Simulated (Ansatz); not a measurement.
ZnSnP2:
```xyz
8
Lattice="-2.8512 2.8512 5.7179 2.8512 -2.8512 5.7179 2.8512 2.8512 -5.7179" Properties=species:S:1:pos:R:3 pbc="T T T"
Zn     0.0000     2.8512     2.8590
Zn     0.0000     0.0000     0.0000
Sn     2.8512     0.0000     2.8590
Sn     0.0000     0.0000     5.7179
P      1.2989     1.4256     1.4295
P     -1.4256     1.5522     4.2885
P      1.5522     1.4256     7.1474
P      4.2768     1.2989    -1.4295
```

Relaxed with PBE.

Q: Map the electron localisation function on the plane through (0.750, 0.250, 0.500) spanned by u = [1, 1, 0] and v = [1, -1, 1] in lattice vectors, from PBE (plane waves, PAW; program Ansatz).

A: x is the fraction of u, y of v (the angle between them is 122°; rows are the nearest grid lines); atoms in the plane: Zn at (0.00, 0.00), Sn at (0.50, 0.00), P at (0.38, 0.51), P at (0.87, 0.49).
```
|   :::.       .---.  .---.       .:::   |
| .:::.      .:=--:  :---.     .:-=-:.   |
|::::..    .:-=+=-:::---:.    .-+**=::..:|
|:::..  .:-+**##*=----:..  .:+#%%@@#=::::|
|....::-=*#%####+=:.......:=#@@@@@%#=:...|
| .:----+#@%##*=:.   ...::-+@@@%%#+-.    |
|.:-----+#%%#*+-.    ..:::-+@@@%#+-.    .|
|-------+##*+-.   ..:::::::+##*+-.    .:-|
|+------=-::. ..-+###-::::---::....:-=+++|
|#+--::..   .:+#%%@@@+-:...    .:=*##%%%#|
|#+-:..    .:+#%#*#@@*-..     .:=##%#%@@#|
|*=.      .-#%%:  :%%=.      .-*%%=  +%%*|
|=.      .-*%%=  +%%*.      .-#%%:  :%%#=|
|..     .:=##%#%@@#+-..    .:+#%#*#@@%*-.|
|...    .:=*##%%%#+--:..   .:+#%%@@@%+-:.|
|---::....:-=+*+-----=-::. ..-+###+-::::-|
|##*+-.    .:-------+#*+-.   ..::::::::+#|
|@%#+-.    .:-----+#%#*+-.     ..:::-+@@@|
|%%#+-.    .:----+#@%#*=:.    ...::-+@@@%|
|@%#=:......::-=*#%###+=:........:=#@@@@@|
|#=::::::..  .:-+**##=-----:..  .:+#%%@@#|
|:..::::..    .:-=+=-::----:.    .-+**=::|
|   .:::.      .:=--:  :---.     .:-=-:. |
|   :::.       .---.  .---.       .:::   |
```
Scale: ten equal steps from -0.007 (start of ' ') to 0.908 (end of '@'), in the order ' .:-=+*#%@'; x runs from 0.000 to 1.00, y from 0.000 (bottom) to 1.00 (top).

The density is the valence pseudo-density with augmentation charge, so density and ELF within about 1 Å of a nucleus are not all-electron values.

Space group I-42d (chalcopyrite). The PBE relaxation kept the symmetry of its start. Scalar-relativistic: spin–orbit coupling is off unless named, which matters more the heavier the elements.

Potentials: the later of the program's two PAW sets.
